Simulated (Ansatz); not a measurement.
## Two inputs for Ti4Fe2O

This input was run with Ansatz:

```yaml
crystal:
  lattice:
    - [0.0, 5.6412, 5.6412]
    - [5.6412, 0.0, 5.6412]
    - [5.6412, 5.6412, 0.0]
  atoms:
    - { symbol: Ti, position: [0.935, 0.565, 0.565] }
    - { symbol: Ti, position: [0.315, 0.685, 0.315] }
    - { symbol: Ti, position: [0.565, 0.935, 0.935] }
    - { symbol: Ti, position: [0.685, 0.315, 0.685] }
    - { symbol: Ti, position: [0.565, 0.935, 0.565] }
    - { symbol: Ti, position: [0.315, 0.315, 0.685] }
    - { symbol: Ti, position: [0.935, 0.565, 0.935] }
    - { symbol: Ti, position: [0.685, 0.685, 0.315] }
    - { symbol: Ti, position: [0.315, 0.685, 0.685] }
    - { symbol: Ti, position: [0.565, 0.565, 0.935] }
    - { symbol: Ti, position: [0.685, 0.315, 0.315] }
    - { symbol: Ti, position: [0.935, 0.935, 0.565] }
    - { symbol: Ti, position: [0.125, 0.125, 0.125] }
    - { symbol: Ti, position: [0.625, 0.125, 0.125] }
    - { symbol: Ti, position: [0.125, 0.125, 0.625] }
    - { symbol: Ti, position: [0.125, 0.625, 0.125] }
    - { symbol: Fe, position: [0.918, 0.918, 0.918], spin: 3.0 }
    - { symbol: Fe, position: [0.004, 0.332, 0.332], spin: 3.0 }
    - { symbol: Fe, position: [0.918, 0.918, 0.246], spin: 3.0 }
    - { symbol: Fe, position: [0.332, 0.004, 0.332], spin: 3.0 }
    - { symbol: Fe, position: [0.246, 0.918, 0.918], spin: 3.0 }
    - { symbol: Fe, position: [0.332, 0.332, 0.332], spin: 3.0 }
    - { symbol: Fe, position: [0.918, 0.246, 0.918], spin: 3.0 }
    - { symbol: Fe, position: [0.332, 0.332, 0.004], spin: 3.0 }
    - { symbol: O, position: [0.625, 0.625, 0.625] }
    - { symbol: O, position: [0.125, 0.625, 0.625] }
    - { symbol: O, position: [0.625, 0.625, 0.125] }
    - { symbol: O, position: [0.625, 0.125, 0.625] }
magnetization:
  spin_polarized: true
kpoints:
  mp_grid: { grid: [5, 5, 5] }
scf:
  occupations: { method: fermi_dirac, width: 0.05 }
  max_iter: 60
hamiltonian:
  xc: pbe
  pseudopotentials: { kind: paw }
output:
  forces: true
  stress: true
  populations: true
  efg:
    quadrupole_moments_barn: { Ti: 0.247, Fe: 0.16, O: -0.02558 }
    contact_densities: true
basis:
  ecutwfc: "50 eV"
```

The quadrupole moment typed for Fe is that of the 14.4 keV Mössbauer state of ⁵⁷Fe; the ground state has I = 1/2 and no quadrupole moment.

It converged. Of its output the block on the nuclei alone is shown, without the SCF iterations, energies, forces and stress (one atom of each set):

```
--- PAW observables at the nuclei: V_zz in 10²¹ V/m², potentials from the cell's mean, atoms counted from 1 ---
  atom   1  Ti V_zz =    +0.468629   η = 0.7465   by run symmetry: allowed   C_q = +2.7989 MHz
            electrostatic potential = -2424.051675 V   contact ρ = none   contact ρ_s (e/Å³): all electrons none: solve_failed, valence -0.000000
  atom  13  Ti V_zz =    +1.821099   η = 0.0000   by run symmetry: allowed   C_q = +10.8764 MHz
            electrostatic potential = -2424.958288 V   contact ρ = none   contact ρ_s (e/Å³): all electrons none: solve_failed, valence -0.000000
  atom  17  Fe V_zz =    +0.287577   η = 0.0000   by run symmetry: allowed   C_q = +1.1126 MHz
            electrostatic potential = -2917.177175 V   contact ρ = none   contact ρ_s (e/Å³): all electrons none: solve_failed, valence -0.000000
  atom  25  O  V_zz =    +0.174777   η = 0.0000   by run symmetry: allowed   C_q = -0.1081 MHz
            electrostatic potential = -569.790532 V   contact ρ = none   contact ρ_s (e/Å³): all electrons none: solve_failed, valence -0.000000
```

Q: Can these gradients be trusted, and how do they compare with a run on standard settings?

A: No. Against the standard input the change is `basis.ecutwfc`: not typed → 50 eV; `scf.max_iter`: not typed → 60. A site carries the number of its first atom; V_zz in 10²¹ V/m².

```json
{"site": "Ti1", "V_zz standard": "-3.25", "η standard": "0.35", "V_zz here": "0.47", "η here": "0.75"}
{"site": "Ti13", "V_zz standard": "-1.04", "η standard": "0.00", "V_zz here": "1.82", "η here": "0.00"}
{"site": "Fe", "V_zz standard": "0.92", "η standard": "0.00", "V_zz here": "0.29", "η here": "0.00"}
{"site": "O", "V_zz standard": "0.063", "η standard": "0.00", "V_zz here": "0.17", "η here": "0.00"}
```

The largest change of V_zz along a kept axis is on Ti13, from -1.04 to 1.82. V_zz changes sign on Ti13 (same axis). On Ti1 the largest principal value lies along another axis in the second run, so the two V_zz can't be compared directly. At these positions the changed run has forces up to 32.7 eV/Å, so its atoms aren't at their own equilibrium. Its pressure is -4347 GPa, against -1 GPa in the reference run. Density mixing stalled, and the program went over to minimising the free energy directly, which can end on another state. SCF iterations: 54 and 24. New warnings: cutoff below recommended, stability check not made. The changed input holds a cutoff far too low, so its numbers aren't properties of the crystal.

On the reference run: The largest force is 0.7 eV/Å, so the atoms aren't at the calculated equilibrium and relaxing them would move these values. With no gap above 0.1 eV, as in a metal, the gradients converge slowly in k; expect changes of a tenth or more on a denser mesh. Semilocal functionals can leave a metal where correlation in the d or f shell opens a gap in the real compound, and that would change the values at and beside Fe and Ti. With these PAW files V_zz is typically within 2 to 3 % of all-electron values, but misses above 10 % occur on Fe. The start moments die out, and the run ends without spin.
